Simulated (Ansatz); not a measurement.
## Be, first-principles data

Be:
```cif
data_Be4
_chemical_formula_sum 'Be4'
_space_group_name_H-M_alt 'Fm-3m'
_space_group_IT_number 225
_space_group_name_Hall '-F 4 2 3'
_cell_length_a 3.15778
_cell_length_b 3.15778
_cell_length_c 3.15778
_cell_angle_alpha 90.000
_cell_angle_beta 90.000
_cell_angle_gamma 90.000
loop_
_atom_site_label
_atom_site_type_symbol
_atom_site_symmetry_multiplicity
_atom_site_Wyckoff_symbol
_atom_site_fract_x
_atom_site_fract_y
_atom_site_fract_z
_atom_site_occupancy
Be1 Be 4 a 0.00000 0.00000 0.00000 1
```
(The calculation used a cell of 1 atom; values per cell refer to that cell.)

Space group Fm-3m (No. 225), fcc (Cu type); conventional cell a = b = c = 3.158 Å, α = β = γ = 90.00°.

Method: PBE in the plane-wave PAW code Ansatz. Geometry: relaxed at this level of theory. Other levels are named where they apply.

Cell and energy:

```yaml
volume_per_atom: 7.87 Å³
density: 1.90 g/cm³
```

Electronic structure:

```yaml
electronic_character: metallic (no gap)
Density of states at the Fermi level: 0.07 states/eV per atom (mean over ±0.08 eV)
```

Mechanics:

```yaml
Bulk modulus (Birch–Murnaghan fit): 120 GPa
Pressure derivative B′: 3.3
```

The start of the workflow was typed in or built on a structure type; neither database checked (COD, Materials Project) lists it. It is not the phase usual at ambient conditions (space group No. 194). The cell was relaxed with PBE under the symmetry of its start; whether a distortion lowers the energy is not shown.

Potentials: the earlier of the program's two PAW sets.
